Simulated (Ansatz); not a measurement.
All numbers below come from DFT PBE, scalar-relativistic, plane waves, PAW (Ansatz 0.2.0). All cells share a 420 eV cutoff and Γ-centred k meshes spaced at most about 0.3 Å⁻¹ (about 0.25 or finer for metals, 2π included). No spin polarisation in the final relaxations.

These are static total energies at zero pressure.

Two relaxed structures of BiSe4:

A. Space group Fd-3m (No. 227), cubic, a = 10.449 Å. Bi is surrounded by 4 Se at 2.76 Å; Se is surrounded by 1 Bi at 2.76 Å and 3 Se at 2.88 Å.

B. Space group Im-3m (No. 229), cubic, a = 6.700 Å. Around Bi lie 8 Se at 2.90 Å; Se has 2 Bi at 2.90 Å and 6 Se at 3.35 Å.

Question: Which would you expect to be lower, and how large is the difference?

Answer: They are level within the accuracy (2 meV/atom apart, with A the lower in these runs). A has space group Fd-3m (No. 227), 28.5 Å³/atom and no gap on its mesh; B has space group Im-3m (No. 229), 30.1 Å³/atom and no gap. Counting Se atoms around Bi (those within 1.25 times the shortest such distance or 1.15 times the sum of covalent radii, 1.27 where that leaves under three), A has Bi 4 and B has Bi 8. Even the lower one lies +0.47 eV/atom against the reference forms of the elements (uncorrected), so neither is stable at this level. Both come from invented guesses. A third cell relaxed alike, in I4/m, lies 0.41 eV/atom below the lower of the two.

For metals, differences of a few meV/atom aren't resolved. Spin–orbit coupling, which can matter for Bi, is left out. In Im-3m an odd number of electrons in the primitive cell allows no gap without spin; a larger cell or a magnetic state could open one. A magnetic state wasn't ruled out in cells without spin, among them Fd-3m, Im-3m. Cells relaxed within their symmetry can be saddle points.
